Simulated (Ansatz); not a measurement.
All numbers below come from DFT, PBEsol, plane waves (420 eV) with PAW, scalar-relativistic in Ansatz 0.2.0. (PAW data from PBE, frozen cores regenerated.)

An element in the dhcp structure gives this curve. The cell is scaled uniformly from the relaxed one, with fractional coordinates and shape fixed. Energies are extrapolated to zero smearing, pressures are those at the given smearing. Magnetic state: non-magnetic.

```
V (Å³/atom)  E − E₀ (meV/atom)  P (GPa)
     10.094              164.1    42.83
     10.553               67.4    25.54
     11.012               15.5    11.47
     11.471                0.0     0.00
     11.930               14.1    -9.35
     12.389               52.5   -16.96
     12.847              110.6   -23.14
```

(1) Which element is it?
A. chromium
B. vanadium
C. cobalt
D. rhodium

## Answers

(1) A. Its fit is V₀ = 11.47 Å³/atom, B₀ = 258 GPa, B₀′ = 4.1.
